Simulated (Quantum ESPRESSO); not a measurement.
AlTi4CuPtIn, different elements on one site, starting from this cell

Computed values, not a measurement. The program is pw.x of Quantum ESPRESSO 7.5 (plane-wave density functional theory). The cell is made up: eight metal atoms on a hexagonal close-packed lattice, with elements, volume, strain and displacements drawn at random and not relaxed, so it may be unstable or far from any real phase. PseudoDojo standard norm-conserving files set the functional (PBE unless stated); there is no spin polarisation or spin-orbit coupling, the Fermi-Dirac width of 0.25 eV means electrons at about 2900 K, and the masses in the input are unused placeholders. The copper pseudopotential is less sure than most, with forces differing by about three percent and pressure by about two GPa from a second method on plain copper. Heavy elements are run without spin-orbit coupling, which real alloys of them have. A spin test at this wide smearing found no moment, but such smearing suppresses magnetism that the real alloy may have.

The runs put different elements on site 1. Cell, positions, cutoff, mesh and smearing stay as in the input of run 1; sites are counted in its order. Stress in the tables is positive in tension.

Input of run 1:

```
&control calculation='scf', pseudo_dir='./dojo.nc.sr.pbe.v0_5.standard.upf', outdir='./o', disk_io='minimal', tprnfor=.true., tstress=.true. /
&system ibrav=0, nat=8, ntyp=5, nbnd=67, ecutwfc=92.02030273, nosym=.true., tot_charge=0,
 occupations='smearing', smearing='fd', degauss=0.0183746611
/
&electrons conv_thr=1.470e-08, electron_maxstep=70, mixing_beta=0.5 /
ATOMIC_SPECIES
Al 1.0 Al.upf
Cu 1.0 Cu.upf
In 1.0 In.upf
Pt 1.0 Pt.upf
Ti 1.0 Ti.upf
CELL_PARAMETERS angstrom
2.8641 -0.0062 0.0553
1.3468 -2.5497 -4.8315
1.3252 7.4761 -4.7465
ATOMIC_POSITIONS angstrom
Al -0.2226 0.0824 0.0436
Ti 1.3324 2.4248 -4.7399
Cu 1.3411 -0.8579 -2.4475
Pt 2.7967 1.5021 -7.0724
In 2.5813 4.8488 -4.6819
Ti 2.7528 -0.0386 -4.811
Ti 2.7657 1.5681 -2.4251
Ti 4.1703 4.0655 -7.1939
K_POINTS automatic
8 4 3 1 1 1
```

```
run  elements on sites 1 to 8  -TS (eV)  pressure (GPa)  stress xx (GPa)  stress yy (GPa)  stress zz (GPa)  stress yz (GPa)  stress xz (GPa)  stress xy (GPa)  iterations
  1   Al Ti Cu Pt In Ti Ti Ti    -1.823           -2.19            -0.56             1.64             5.49             0.11             1.03            -1.00          24
  2   Cu Ti Cu Pt In Ti Ti Ti    -1.922           -4.52             2.52             4.95             6.09            -0.78             0.54            -1.01          25
  3   Mo Ti Cu Pt In Ti Ti Ti    -1.932           -4.15             2.58             3.30             6.56            -1.88             0.18            -1.65          26
  4   Ga Ti Cu Pt In Ti Ti Ti    -1.821           -2.18            -0.75             1.89             5.40            -0.38             0.68            -0.97          22
  5   Ru Ti Cu Pt In Ti Ti Ti    -2.010           -6.24             2.56             7.13             9.02            -2.28            -0.08            -1.35          27
```

Forces Fx Fy Fz (eV/Å):

```
site              run 1              run 2              run 3              run 4              run 5
   1   0.61 -0.09 -0.38   0.29 -0.08 -0.17   0.12 -0.08 -0.61    0.43 0.10 -0.20   -0.12 0.19 -0.13
   2  -0.22 -0.91 -0.66  -0.22 -1.01 -0.65  -0.23 -0.81 -0.67  -0.22 -0.95 -0.66  -0.21 -0.92 -0.62
   3   -0.02 -0.13 0.03   0.00 -0.11 -0.05   -0.03 -0.11 0.05   -0.01 -0.10 0.03   -0.01 -0.08 0.08
   4   -0.25 -0.06 0.50   -0.24 -0.02 0.50   -0.29 -0.06 0.50   -0.24 -0.02 0.48    -0.27 0.00 0.50
   5    0.44 1.16 -0.40    0.44 1.59 -0.46    0.43 1.45 -0.40    0.43 1.06 -0.45    0.45 1.71 -0.45
   6   -0.31 -0.15 0.30   -0.21 -0.60 0.47   -0.15 -0.50 0.61   -0.25 -0.27 0.33   -0.03 -1.17 0.65
   7     0.14 0.15 0.33     0.12 0.06 0.29    0.19 -0.17 0.65     0.13 0.11 0.29    0.13 -0.21 0.60
   8    -0.38 0.03 0.28    -0.19 0.19 0.08   -0.03 0.28 -0.13    -0.27 0.05 0.18    0.06 0.48 -0.64
```

Energies are left out, as each element's file has its own zero. A rerun of one cell of this series at a higher cutoff and on a denser mesh moved values by no more than 0.004 eV in energy, 0.03 GPa in stress and 0.003 eV/Å in force, and a second program with other atomic files agreed on that cell to 2 % rms in force and 0.5 GPa in pressure.